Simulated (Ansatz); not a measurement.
According to plane-wave PAW r²SCAN (Ansatz code), HfSiO4 in the tetragonal phase (I4_1/amd; Hf on 4a, Si on 4b, O on 16h) relaxes to a = 6.582 Å, c = 5.972 Å. Si has 4 nearest neighbours from 1.62 Å (tetrahedral). Against the elements it lies at -330 kJ/mol of atoms, with no fitted shifts.

It is gapped at this level: 6.00 eV (indirect).

The cell was relaxed with r²SCAN under the symmetry of its start. No spin polarisation was allowed. The references are the lowest solids computed at this level, not always the standard phases (solids in place of the gases). Scalar-relativistic: spin–orbit coupling is off unless named, which matters more the heavier the elements.

Potentials: the later of the program's two PAW sets.
